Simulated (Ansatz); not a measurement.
Relaxed-ion elastic tensor of CoTaS₂ in space group P-3m1 (No. 164; S on 2d, Ta on 1a, Co on 1b) in GPa (Voigt order), PBE+D3(BJ) in the plane-wave PAW code Ansatz; density 9.35 g/cm³, 13.50 Å³ per atom.

```
  292    128    138  -11.6    0.0    0.0
  128    292    138   11.6    0.0    0.0
  138    138    345    0.0    0.0    0.0
-11.6   11.6    0.0    134    0.0    0.0
  0.0    0.0    0.0    0.0    134  -11.6
  0.0    0.0    0.0    0.0  -11.6   82.1
```

Task: Is the crystal mechanically stable?

Result: Yes: the smallest eigenvalue of C is 79.6 GPa.

Task: Work out the Voigt, Reuss and Hill averages.

Result: K_V = 193, K_R = 191, K_H = 192; G_V = 105, G_R = 98.8, G_H = 102 GPa.

Task: Give Young's modulus, Poisson's ratio, Pugh's ratio and the universal anisotropy index.

Result: E = 9KG/(3K + G) = 260 GPa; ν = 0.27; K/G = 1.89 (ductile by the Pugh limit of 1.75); A_U = 5G_V/G_R + K_V/K_R − 6 = 0.32.

Task: Estimate the sound speeds and the Debye temperature.

Result: v_l = √((K + 4G/3)/ρ) = 5920 m/s, v_t = √(G/ρ) = 3300 m/s, mean 3680 m/s; Θ = (h/k)(3n/4πV)^(1/3) v_m = 460 K.

Task: How much does each axis shrink under pressure?

Result: Linear compressibilities β_i = Σ_j S_ij (j = 1 to 3): x 1.9, y 1.9, z 1.4 per TPa.

A made-up cell: these elements were put on the sites of a structure type; neither database checked (COD, Materials Project) lists it. Whether it is the stable phase at ambient conditions was not checked. Symmetry was held in the PBE+D3(BJ) relaxation; of distortions, only those at the zone centre were tested. The workflow began spin-polarised and lost its moments. As this level gives no gap, shear constants depend on the k-mesh and smearing (Fermi–Dirac, 0.1 eV here). Scalar-relativistic: spin–orbit coupling is off unless named, which matters more the heavier the elements.

Potentials: the later of the program's two PAW sets.
